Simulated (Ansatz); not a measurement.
An Ansatz (a first-principles code) run. Input:

Ansatz 0.2 input:
```yaml
crystal:
  lattice:
    - [0.0, 4.0626999532, 4.0626999532]
    - [4.0626999532, 0.0, 4.0626999532]
    - [4.0626999532, 4.0626999532, 0.0]
  atoms:
    - { symbol: Cs, position: [0.75, 0.75, 0.75] }
    - { symbol: Cs, position: [0.25, 0.25, 0.25] }
    - { symbol: Se, position: [0.0, 0.0, 0.0] }
kpoints:
  mp_grid: { grid: [6, 6, 6] }
hamiltonian:
  xc: lda
  pseudopotentials: { kind: paw }
scf:
  occupations: { method: fixed }
elastic: { mode: relaxed_ion, stencil: two_point, amplitude: 0.005, f_tol: 0.0005 }
```

Output (shortened):

```
Pseudopotential: Cs, paw, valence charge 9
Pseudopotential: Se, paw, valence charge 16
Functional definition: SPW92
Crystal: 3 atoms, lattice volume = 134.114 Å³
Basis set: ecut = 420 eV, 2685 PW (Γ)
Bands: 21, of which v1, the nominal top of the filled ones, is band 17 counted from 1 (16 counted from 0)
Symmetry: 48 space group operations
Space group: Fm-3m (ITA 225), of the structure as read, at distance tolerance 5.1e-5 Å
k-points: 16 of 216
SCF 1 converged in 11 iterations: F = -16396.429204 eV  dr2 = 2.01e-16
Crystal: 3 atoms, lattice volume = 133.443 Å³
Basis set: ecut = 420 eV, 2653 PW (Γ)
Symmetry: 16 space group operations
k-points: 30 of 216
SCF 2 converged in 8 iterations: F = -16396.428936 eV  dr2 = 2.47e-14
Crystal: 3 atoms, lattice volume = 134.785 Å³
SCF 3 converged in 7 iterations: F = -16396.428944 eV  dr2 = 3.62e-15
Crystal: 3 atoms, lattice volume = 134.113 Å³
Basis set: ecut = 420 eV, 2677 PW (Γ)
Symmetry: 8 space group operations
k-points: 46 of 216
SCF 4 converged in 10 iterations: F = -16396.429100 eV  dr2 = 4.30e-15
relax step   1: F+E_penalty+E_count = -16396.42909968 eV  Δ(F+E_penalty+E_count) = +0.000e0 eV  max|allowed force component| = 9.959e-3 eV/Å  Δτ_max = 0.0000 Å  (10 SCF iters, accepted)
Crystal: 3 atoms, lattice volume = 134.113 Å³
SCF 5 converged in 8 iterations: F = -16396.429136 eV  dr2 = 4.82e-14
relax step   2: F+E_penalty+E_count = -16396.42913589 eV  Δ(F+E_penalty+E_count) = -3.621e-5 eV  max|allowed force component| = 5.720e-3 eV/Å  Δτ_max = 0.0023 Å  (8 SCF iters, accepted)
Crystal: 3 atoms, lattice volume = 134.113 Å³
SCF 6 converged in 7 iterations: F = -16396.429154 eV  dr2 = 5.01e-14
relax step   3: F+E_penalty+E_count = -16396.42915366 eV  Δ(F+E_penalty+E_count) = -1.777e-5 eV  max|allowed force component| = 3.088e-4 eV/Å  Δτ_max = 0.0029 Å  (7 SCF iters, accepted)
Crystal: 3 atoms, lattice volume = 134.113 Å³
SCF 7 converged in 2 iterations: F = -16396.429154 eV  dr2 = 1.42e-14
Crystal: 3 atoms, lattice volume = 134.113 Å³
SCF 8 converged in 10 iterations: F = -16396.429100 eV  dr2 = 3.83e-15
relax step   1: F+E_penalty+E_count = -16396.42909967 eV  Δ(F+E_penalty+E_count) = +0.000e0 eV  max|allowed force component| = 9.959e-3 eV/Å  Δτ_max = 0.0000 Å  (10 SCF iters, accepted)
Crystal: 3 atoms, lattice volume = 134.113 Å³
SCF 9 converged in 9 iterations: F = -16396.429154 eV  dr2 = 5.55e-15
relax step   2: F+E_penalty+E_count = -16396.42915371 eV  Δ(F+E_penalty+E_count) = -5.404e-5 eV  max|allowed force component| = 5.611e-7 eV/Å  Δτ_max = 0.0054 Å  (9 SCF iters, accepted)
Crystal: 3 atoms, lattice volume = 134.113 Å³
SCF 10 converged in 2 iterations: F = -16396.429154 eV  dr2 = 7.77e-16
SCF converged after 11 iterations
Free energy (F): -16396.429204 eV
Harris-Foulkes:  -16396.429204 eV  (|F-HF|=7.28e-12)
Internal energy: -16396.429204 eV  (E = F + TS)
E sigma→0 (E₀):  -16396.429204 eV
Fermi energy:    4.591238 eV
--- Per-component energies (eV) ---
  E_band       = -501.673864
  E_kinetic    = 407.468707
  E_local      = -3671.121713  (includes V_loc(G=0)·N_el)
  E_nonlocal   = -524.251455
  E_hartree    = 1736.766642
  E_xc         = -451.491667
  E_vxc        = -354.739206  (∫ρ·V_xc dr)
  E_paw        = -11632.668859  (= ΣΔE_a)
  E_vpaw       = 167.437119  (= ΣTr[D̂ρ^β])
  E_aug_tail   = -0.000600  (compensation charges beyond the density's cutoff)
  E_ewald      = -2263.888733
  E_core_change = 2.758475  (= ΣΔE_core)
  E_smearing   =  0.000000  (= −TS)
  E_closure    = 0.000000  (closes the sum)
  Σ components = -16396.429204   (vs F -16396.429204, Δ=0.00e0)
--- Forces (eV/Å), atoms counted from 1 ---
  atom   1  Cs     0.00000000     0.00000000     0.00000000
  atom   2  Cs     0.00000000     0.00000000     0.00000000
  atom   3  Se     0.00000000     0.00000000     0.00000000
  max |Σ_I F_I| component: 4.63e-18 eV/Å
--- Stress (GPa, compression-positive) ---
        0.000569       0.000000       0.000000
        0.000000       0.000569       0.000000
        0.000000       0.000000       0.000569
  P = ⅓ Tr σ = 0.0006 GPa (0.006 kbar)
--- Band table (eV; the first three rows and the last of 16) ---
  k-point 0: bands = ["-40.6857", "-40.6857", "-40.6857", "-40.6842", "-40.6842", "-16.7785", "-16.5224", "-5.7163", "-3.7959", "-3.7959", "-3.7959", "-3.1349", "-3.1349", "-3.1349", "3.8422", "3.8422", "3.8422", "6.3137", "7.7861", "7.7861", "10.1620"]
  k-point 1: bands = ["-40.6857", "-40.6857", "-40.6857", "-40.6842", "-40.6842", "-16.7605", "-16.5388", "-5.7836", "-3.7799", "-3.7637", "-3.7637", "-3.1927", "-3.1927", "-3.0930", "3.8519", "3.9361", "3.9361", "6.8563", "7.9986", "7.9986", "9.4824"]
  k-point 2: bands = ["-40.6857", "-40.6857", "-40.6857", "-40.6842", "-40.6842", "-16.7119", "-16.5840", "-5.9157", "-3.6813", "-3.6686", "-3.6686", "-3.3385", "-3.3385", "-3.0906", "4.0398", "4.1403", "4.1403", "7.7174", "8.5303", "8.5303", "9.1049"]
  k-point 15: bands = ["-40.6857", "-40.6857", "-40.6857", "-40.6842", "-40.6842", "-16.6656", "-16.6234", "-6.1022", "-4.0787", "-3.7870", "-3.4973", "-3.2858", "-2.9759", "-2.9250", "3.9322", "4.3897", "4.5503", "7.1910", "8.5395", "8.8566", "9.6479"]
--- Elastic constants: 2 strain directions × 2 members + reference (group order 48) ---
  dense FFT box of the reference and of every strained cell: 40×40×40
  strains applied: 11, 23; error gains: componentwise 1.00 (the most a stress slope's error grows in a printed constant), spectral 1.73 (1 for all six strains …
  C = ∂σ_k/∂η_j (tension-positive GPa; Voigt order 11 22 33 23 13 12):
        24.933     11.986     11.986      0.000      0.000      0.000
        11.986     24.933     11.986      0.000      0.000      0.000
        11.986     11.986     24.933      0.000      0.000      0.000
         0.000      0.000      0.000      4.528      0.000      0.000
         0.000      0.000      0.000      0.000      4.528      0.000
         0.000      0.000      0.000      0.000      0.000      4.528
  reference stress σ⁰ (GPa):     -0.001     -0.001     -0.001      0.000      0.000      0.000
  moduli (Voigt/Reuss/Hill, GPa): K = 16.30/16.30/16.30   G = 5.31/5.15/5.23   E = 14.17   ν = 0.355
  mechanically stable: yes (min eigenvalue of sym C = 4.53 GPa)
  strain η (Voigt 11):  stress-route row diagonal C_11 = 24.93 GPa, energy-path curvature d²(F+E_count+ΔE)/dδ²/Ω₀ = 24.95 GPa
         δ    σ_11 (GPa)             F (eV)   n_scf  n_hpsi   n_pw
    -5.000e-3      -0.1262      -16396.4289358       8   12385   2653   relax 0 steps, max|allowed force component| 2.78e-17 eV/Å
     5.000e-3       0.1231      -16396.4289442       7    9877   2685   relax 0 steps, max|allowed force component| 2.78e-17 eV/Å
  strain η (Voigt 23):  stress-route row diagonal C_44 = 4.53 GPa, energy-path curvature d²(F+E_count+ΔE)/dδ²/Ω₀ = 4.54 GPa
         δ    σ_23 (GPa)             F (eV)   n_scf  n_hpsi   n_pw
    -5.000e-3      -0.0226      -16396.4291537       2    8300   2677   relax 3 steps, max|allowed force component| 3.09e-4 eV/Å
     5.000e-3       0.0226      -16396.4291537       2    8118   2677   relax 2 steps, max|allowed force component| 5.61e-7 eV/Å
```

Cost: roughly 70 core-seconds on shared cores.

The workflow started from a Materials Project entry (that database holds measured and hypothetical structures alike); the Crystallography Open Database copy checked does not list it. Its standing as an ambient phase is unchecked. Symmetry was held in the LDA relaxation; phonons on a q-mesh show no instability. Spin–orbit coupling is left out wherever it is not named.

Potentials: the later of the program's two PAW sets.

Ansatz is a plane-wave DFT program.
